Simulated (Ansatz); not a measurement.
A trial cell of CdNiC₆N₆, before relaxation:

```cif
data_structure
_symmetry_space_group_name_H-M 'P 1'
_symmetry_Int_Tables_number 1
_cell_length_a 7.3320
_cell_length_b 7.3320
_cell_length_c 7.3320
_cell_angle_alpha 60.000
_cell_angle_beta 60.000
_cell_angle_gamma 60.000
_cell_volume 278.71
loop_
_atom_site_label
_atom_site_type_symbol
_atom_site_fract_x
_atom_site_fract_y
_atom_site_fract_z
_atom_site_occupancy
Cd1 Cd 0.50000 0.50000 0.50000 1
Ni1 Ni 0.00000 0.00000 0.00000 1
C1 C 0.81512 0.18488 0.18488 1
C2 C 0.18488 0.81512 0.18488 1
C3 C 0.18488 0.18488 0.81512 1
C4 C 0.18488 0.81512 0.81512 1
C5 C 0.81512 0.18488 0.81512 1
C6 C 0.81512 0.81512 0.18488 1
N1 N 0.70229 0.29771 0.29771 1
N2 N 0.29771 0.70229 0.29771 1
N3 N 0.29771 0.29771 0.70229 1
N4 N 0.29771 0.70229 0.70229 1
N5 N 0.70229 0.29771 0.70229 1
N6 N 0.70229 0.70229 0.29771 1
```

The calculation used DFT PBE, scalar-relativistic, plane waves, PAW (Ansatz). Cutoff 420 eV, Gaussian smearing, Γ-centred meshes. Cell and atoms relax first on a coarse mesh and then on a converged one. In between, the cell is made exact in the group found at 0.06 Å. The steps can't lower the symmetry of their start. Collinear spin, starting moments Ni 2.0 μB; they died out on the coarse mesh, so the last step has no spin.

A guess keeps its type if space group and coordination stay and the shape of the cell changes little (axis ratios within about 15 %, angles within 6°); the volume may change.

Question: Does this structure survive the relaxation?

Answer: It keeps its type. The symmetry stays Fm-3m (No. 225). The volume per atom grows by 12.0 %, from 19.9 to 22.3 Å³. The shortest distance goes from 1.17 Å (C–N) to 1.16 Å (C–N). Counting neighbours within 15 % of an atom's shortest distance, the start has C 1, Cd 6, N 1, Ni 6 and the end C 1, Cd 6, N 1, Ni 6.

The last run used a 4×4×4 mesh for its 14-atom cell and Gaussian smearing of 0.02 eV. Trial moments died out on the coarse mesh, so the last step has no spin; another magnetic start might hold. A structure relaxed within its symmetry needn't be a true minimum.
